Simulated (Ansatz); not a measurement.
## Data sheet: HfSiO$_{4}$ (DFT)

HfSiO4:
```yaml
crystal:
  lattice:
    - [-3.29103, 3.29103, 2.98562]
    - [3.29103, -3.29103, 2.98562]
    - [3.29103, 3.29103, -2.98562]
  atoms:
    - { symbol: O, position: [0.13525, 0.31988, 0.81537] }
    - { symbol: O, position: [0.61475, 0.93012, 0.68463] }
    - { symbol: O, position: [0.24549, 0.93012, 0.31537] }
    - { symbol: O, position: [0.50451, 0.31988, 0.18463] }
    - { symbol: O, position: [0.68012, 0.86475, 0.18463] }
    - { symbol: O, position: [0.06988, 0.75451, 0.68463] }
    - { symbol: O, position: [0.06988, 0.38525, 0.31537] }
    - { symbol: O, position: [0.68012, 0.49549, 0.81537] }
    - { symbol: Si, position: [0.50000, 0.50000, 0.00000] }
    - { symbol: Si, position: [0.25000, 0.75000, 0.50000] }
    - { symbol: Hf, position: [0.75000, 0.25000, 0.50000] }
    - { symbol: Hf, position: [0.00000, 0.00000, 0.00000] }
```

Space group I4_1/amd (No. 141); conventional cell a = 6.5821 Å, b = 6.5821 Å, c = 5.9712 Å, α = 90.00°, β = 90.00°, γ = 90.00°.

Method: plane-wave PAW r²SCAN (Ansatz code). The cell and atoms are relaxed at this level. Other levels are named where they apply.

Cell and energy:

* **Volume per atom**: 10.78 Å³
* **Density**: 6.95 g/cm³
* **Formation energy from the elements (no fitted shifts)**: -3.42 eV/atom

Electronic structure:

Band gap: 6.00 eV (indirect)
Valence-band maximum: at Γ
Conduction-band minimum: off the standard path, at k = (0.188, 0.302, 0.250) in fractions of the reciprocal vectors
Smallest direct gap on the standard path: 6.37 eV
Electron effective mass: 1.3, 7.9, 25 mₑ (principal values)
Electron effective mass with spin–orbit coupling: 1.4, 7.2, 30 mₑ (principal values)
Hole effective mass: 1.6 along x (mₑ)
Hole effective mass with spin–orbit coupling: 1.6 along x (mₑ)
HSE06 gap on the r²SCAN cell: 7.24 eV
Gap with spin–orbit coupling: 5.99 eV

Mechanics:

- Bulk modulus (Birch–Murnaghan fit): 232 GPa
- Pressure derivative B′: 4.9

Charges:

- Bader charges = O -1.53, Si +3.32, Hf +2.81 e

The cell was relaxed with r²SCAN under the symmetry of its start. No spin polarisation was allowed. The references are the lowest solids computed at this level, not always the standard phases (solids in place of the gases). Scalar-relativistic: spin–orbit coupling is off unless named, which matters more the heavier the elements.

Potentials: the later of the program's two PAW sets.
